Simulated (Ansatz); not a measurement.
Level of theory: DFT PBE, scalar-relativistic, plane waves, PAW (Ansatz 0.2.0). All cells share a 420 eV cutoff and Γ-centred k meshes spaced at most about 0.3 Å⁻¹ (about 0.25 or finer for metals, 2π included). No spin polarisation in the final relaxations.

Temperature and zero-point effects are left out.

Compare these two cells of LiS3, each relaxed at this level.

A.

```
CELL_PARAMETERS angstrom
4.54779 0.00000 0.00000
0.00000 4.54779 0.00000
0.00000 0.00000 2.99623
ATOMIC_POSITIONS crystal
Li 0.00000 0.00000 0.00000
S 0.00000 0.50000 0.50000
S 0.50000 0.00000 0.50000
S 0.50000 0.50000 0.00000
```

B.

```
CELL_PARAMETERS angstrom
4.56924 0.00000 0.00000
-2.28462 3.95708 0.00000
0.00000 0.00000 4.63573
ATOMIC_POSITIONS crystal
Li 0.00000 0.00000 0.00000
S 0.33333 0.66667 0.50000
S 0.66667 0.33333 0.50000
S 0.00000 0.00000 0.50000
```

Question: Which form is favoured at zero pressure, and by what margin per atom?

Answer: B is lower, by 32 meV/atom. A has space group P4/mmm (No. 123), 15.5 Å³/atom and no gap on its mesh; B has space group P6/mmm (No. 191), 21.0 Å³/atom and no gap. Counting S atoms around Li (those within 1.25 times the shortest such distance or 1.15 times the sum of covalent radii; a plus sign parts nearer from farther groups), A has Li 8+4 and B has Li 2. The lower one is the more open, so pressure narrows the difference. Even the lower one lies +0.18 eV/atom against the reference forms of the elements (uncorrected), so neither is stable at this level. Both come from invented guesses. A third cell relaxed alike, in Im-3m, lies 0.40 eV/atom below the lower of the two.

In P4/mmm, P6/mmm an odd number of electrons in the primitive cell allows no gap without spin; a larger cell or a magnetic state could open one. A magnetic state wasn't ruled out in cells without spin, among them P4/mmm, P6/mmm. Cells relaxed within their symmetry can be saddle points.
